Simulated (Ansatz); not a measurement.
**From the elastic tensor of TaN at 7 GPa (stress–strain coefficients) to moduli and sound speeds**

The calculation used DFT LDA, scalar-relativistic, plane waves, PAW in Ansatz 0.2.0. Plane waves to 420 eV; Γ-centred k mesh 18×18×14; Fermi-Dirac smearing of 0.15 eV. No spin polarisation.

It takes space group P-6m2 (No. 187, hexagonal). Conventional cell: a = 2.889 Å, b = 2.889 Å, c = 2.836 Å, α = 90.00°, β = 90.00°, γ = 120.00°. Around Ta (site symmetry -6m2) lie 6 N at 2.19 Å. Around N (site symmetry -6m2) lie 6 Ta at 2.19 Å.

In a metal, frequencies and elastic constants depend on the k mesh and the smearing, soft modes and shear constants most. Spin–orbit coupling is left out, which matters for heavy elements. Other phases may be more stable at this pressure. A semilocal functional can close a gap that the real compound has.

Relaxed-ion constants (GPa, on the Cartesian axes of the calculation):
C11 = 741.3, C12 = 250.7, C13 = 195.3, C22 = 741.3, C23 = 195.3, C33 = 937.3, C44 = 282.9, C55 = 282.9, C66 = 245.3 GPa; the others vanish.

Density 15.795 g/cm³; 2 atoms in 20.50 Å³.

The values that follow are for a polycrystal of randomly turned grains, by Hill's mean where one number stands.

With S = C⁻¹: B_V = (C11+C22+C33+2(C12+C13+C23))/9, G_V = (C11+C22+C33−C12−C13−C23+3(C44+C55+C66))/15, 1/B_R = S11+S22+S33+2(S12+S13+S23), 15/G_R = 4(S11+S22+S33−S12−S13−S23)+3(S44+S55+S66); Hill is their mean. Then v_l = √((B+4G/3)/ρ), v_t = √(G/ρ), v_m = [(2/v_t³+1/v_l³)/3]^(−1/3) and Θ = (ħ/k_B)·v_m·(6π²n/V)^(1/3) for n atoms in the volume V; E = 9BG/(3B+G), ν = (3B−2G)/(2(3B+G)) and A^U = 5G_V/G_R + B_V/B_R − 6.

```json
{"Bulk modulus, Voigt / Reuss / Hill": "411.4 / 409.3 / 410.3 GPa", "Shear modulus, Voigt / Reuss / Hill": "280.8 / 276.0 / 278.4 GPa", "Young's modulus": "681 GPa", "Poisson ratio": "0.223", "Pugh ratio B/G": "1.47", "Universal anisotropy index": "0.09", "Longitudinal and transverse sound speeds": "7034 and 4198 m/s", "Debye temperature from the mean sound speed": "637 K"}
```

This form isn't the usual stable structure of the compound at low pressure.

Cost: 1 run of about 25 core-minutes, on AMD EPYC (Zen 3) (shared hosts).